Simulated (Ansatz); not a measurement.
Two states of HfVF₆

```
CELL_PARAMETERS angstrom
0.00000 3.97559 3.97559
3.97559 0.00000 3.97559
3.97559 3.97559 0.00000
ATOMIC_POSITIONS crystal
F 0.24491 0.24491 0.75509
F 0.75509 0.75509 0.24491
F 0.75509 0.24491 0.24491
F 0.24491 0.75509 0.75509
F 0.24491 0.75509 0.24491
F 0.75509 0.24491 0.75509
V 0.50000 0.50000 0.50000
Hf 0.00000 0.00000 0.00000
```

Level: r2SCAN; 500 eV; 4×4×4 Γ-centred mesh; fermi-dirac occupations (width 0.1 eV); Ansatz 0.2.0, fixed geometry.

State A: no moments (no spin polarisation). State B: V7 up (collinear spin).

**Question.** Which state is lower, and how do they differ?

**Answer.** State B is lower by 342.8 meV an atom at zero smearing; in free energy at this smearing B lies -321.1 meV an atom from A.

| state | free energy (meV/atom) | largest moment in a small sphere (μB) | net moment (μB/cell) | gap on mesh (eV) | pressure (GPa) | largest force (eV/Å) |
| --- | --- | --- | --- | --- | --- | --- |
| A | 321.1 | 0.00 | 0.00 | metal | 7.3 | 1.55 |
| B | 0.0 | 2.22 | 3.00 | 2.29 | 8.7 | 1.03 |

Origin: a database entry at a rescaled volume. Caveats: odd electron count without spin polarisation, so a magnetic state may lie lower; the Fermi level lies in a narrow band between gaps, which spin or distortion may split; correlation that this level lacks may open a gap in such a compound; the k mesh is coarse if the cell is a metal; atoms or cell far from equilibrium.
